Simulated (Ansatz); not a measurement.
SiGe:
```
SiGe
1.0
    3.95960     0.00000     0.00000
    0.00000     3.96615     0.00000
    0.00000     0.00000     5.59585
Si Ge
2 2
Cartesian
  2.96970   0.00000   4.92968
  0.98990   0.00000   0.66617
  0.98990   1.98307   2.06231
  2.96970   1.98307   3.53354
```

Relaxed with PBE. Special points in fractions of this cell's reciprocal vectors: Γ (0.000, 0.000, 0.000); X (0.500, 0.000, 0.000); S (0.500, 0.500, 0.000); Y (0.000, 0.500, 0.000); Z (0.000, 0.000, 0.500); U (0.500, 0.000, 0.500); R (0.500, 0.500, 0.500); T (0.000, 0.500, 0.500).

### Question
List the band energies nearest the valence-band maximum at these points for DFT-PBE with spin–orbit coupling in the program Ansatz with PAW potentials.

### Answer
In eV from the valence-band maximum; about four levels below and three above (degenerate sets whole), none deeper than 8.9 eV; points with the same levels are listed once.

```tsv
k	below	above
Γ	-0.07 -0.07 0.00 0.00	0.56 0.56 0.77 0.77
X	-1.49 -1.49 -1.49 -1.49	2.11 2.11 2.11 2.11
S	-2.88 -2.88 -2.88 -2.88	0.38 0.38 0.38 0.38
Y	-1.80 -1.80 -1.16 -1.16	1.77 1.77 2.47 2.47
Z	-1.96 -1.96 -1.69 -1.69	0.71 0.71 1.23 1.23
U	-1.31 -1.31 -1.31 -1.31	0.65 0.65 0.65 0.65
R	-3.80 -3.80 -3.80 -3.80	4.15 4.15 4.15 4.15
T	-1.31 -1.31 -0.96 -0.96	0.23 0.23 1.09 1.09
```

Space group Pmma. The start of the workflow was typed in or built on a structure type; neither database checked (COD, Materials Project) lists it. Whether it is the stable phase at ambient conditions was not checked. The PBE relaxation kept the symmetry of its start; whether a distortion lowers the energy is not shown.

Potentials: the earlier of the program's two PAW sets.
